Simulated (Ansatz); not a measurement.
K2Te2Pt:
```xyz
5
Lattice="-1.9939 3.9732 5.1562 1.9939 -3.9732 5.1562 1.9939 3.9732 -5.1562" Properties=species:S:1:pos:R:3 pbc="T T T"
K      1.9939     0.0000     3.0355
K      0.0000     3.9732     2.1207
Te     0.0000     2.2178     5.1562
Te     1.9939     1.7555     0.0000
Pt     0.0000     0.0000     0.0000
```

Relaxed with r²SCAN.

### Question
Map the electron localisation function on the plane through (0.294, 0.794, 0.500) spanned by u = [1, 1, 0] and v = [1, 0, 1] in lattice vectors, from plane-wave PAW r²SCAN (Ansatz code).

### Answer
x is the fraction of u, y of v (the angle between them is 90°; rows are the nearest grid lines); atoms in the plane: K at (0.00, 0.00), K at (0.41, 0.00), Te at (0.71, 0.78), Te at (0.71, 0.22), Pt at (0.21, 0.50).
```
|+#@@%-     .*@@@**@@-   .......    *@@#+|
|@@@@*.      =%@@@@@@.  ::------:.  =@@@@|
|@@@%=       :#@@@@@@  .==+===++=:  :%@@@|
|%%*:         .=#%%#- :*#*+=-==+*#=  .+%%|
|.                .  :#%#+-   :=*%%+.   .|
|                    #@@#+: =  =*%@%+.   |
|       ....        .%@@%*:   .=#@@@*:   |
|   ....::::...     .%@@@#+=--+*%@@%*:   |
|  .:::-----:::..    +%@@@%#**#%@@%#-    |
| .:---=+**+=---:.   .-*#%%%%%%%%#+:     |
| :---=*###*+=--:.    .-+**###**+=:      |
|.:-==+*####*===-.        ......        .|
|.:-==+*####*===-.        ......        .|
| :---=*###*+=--:.    .-+**####*+=:      |
| .:---=+**+=---:.   .-*#%%%%%%%%#+:     |
|  .:::-----:::..    +%@@@%#**#%@@%#-    |
|   ....::::...     .%@@@#+=--+*%@@%*:   |
|       ....        .%@@%*:   .=#@@@*:   |
|                    #@@#+: %  =*%@%+.   |
|.                .  :#%#+-   :=*%%+.   .|
|%%*:         .=#%%#- :*#*+=-==+*#=  .+%%|
|@@@%=       :#@@@@@@  .==+====+=:  :%@@@|
|@@@@*.      =%@@@@@@.  ::------:.  =@@@@|
|+#@@%-     .*@@@**@@-   .......    *@@#+|
```
Scale: ten equal steps from 0.001 (start of ' ') to 0.880 (end of '@'), in the order ' .:-=+*#%@'; x runs from 0.000 to 1.00, y from 0.000 (bottom) to 1.00 (top).

The density is the valence pseudo-density with augmentation charge, so density and ELF within about 1 Å of a nucleus are not all-electron values.

Space group Immm. The workflow started from a Materials Project entry (that database holds measured and hypothetical structures alike); the Crystallography Open Database copy checked does not list it. Its standing as an ambient phase is unchecked. The r²SCAN relaxation kept the symmetry of its start; its stability against distortions is not shown here. The run is not spin-polarised. Spin–orbit coupling is left out wherever it is not named.

Potentials: the later of the program's two PAW sets.
